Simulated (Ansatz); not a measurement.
Ni (diamond, Fd-3m) under volume change, plane-wave PAW PBEsol (Ansatz code), scaled uniformly.

```csv
V (Å³/atom),E − E(relaxed) (meV/atom),P (GPa)
14.274,51.3,12.74
14.745,21.4,7.74
15.215,5.1,3.54
15.686,0.0,0.01
16.156,4.5,-2.96
16.627,16.9,-5.45
17.098,36.1,-7.54
```

### Question
What does a third-order Birch–Murnaghan fit give for V₀, B₀ and B′?

### Answer
V₀ = 15.69 Å³/atom, B₀ = 108 GPa, B′ = 4.8.

The start of the workflow was typed in or built on a structure type; neither database checked (COD, Materials Project) lists it. It is not the phase usual at ambient conditions (space group No. 225). Symmetry was held in the PBEsol relaxation. At this level the phase is mechanically unstable. Magnetic state: ferromagnetic, chosen from 4 collinear starts compared on coarse meshes (ties went to the first, and starts can fall back to one state), not a proven ground state.

Potentials: the later of the program's two PAW sets.
